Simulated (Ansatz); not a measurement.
One starting cell of B$_{6}$As (a generated cell, B6As built in the AFLOW prototype A6B_hR7_166_g_a (as in CaC6)) was relaxed twice with Ansatz (plane waves, PAW, scalar-relativistic): with r2SCAN at 500 eV and with PBE at 420 eV. The r2SCAN result:

```
B6As
1.0
    2.55413     1.47463     3.43846
   -2.55413     1.47463     3.43846
    0.00000    -2.94926     3.43846
B As
6 1
Direct
  0.16744   0.83256   0.50000
  0.50000   0.16744   0.83256
  0.83256   0.50000   0.16744
  0.83256   0.16744   0.50000
  0.50000   0.83256   0.16744
  0.16744   0.50000   0.83256
  0.00000   0.00000   0.00000
```

| quantity | r2SCAN | PBE |
|---|---|---|
| space group | R-3m | R-3m |
| volume (Å³/atom) | 11.10 | 11.33 |
| a (Å) | 5.108 | 5.112 |
| c (Å) | 10.315 | 10.515 |

Both levels end in the same structure; PBE's volume is 2.1 % larger. Neither column is exact.

No spin polarisation in the result. The relaxed primitive cell holds an odd number of electrons. A magnetic state may lie lower.

The run could not lose the symmetry of its start.

The first start was generated by placing the elements on the sites of a structure type. Materials Project lists a structure of B6As in the same space group, R-3m (No. 166); the sites were not compared with it, nor with measured phases.

Ansatz is an electronic-structure program.
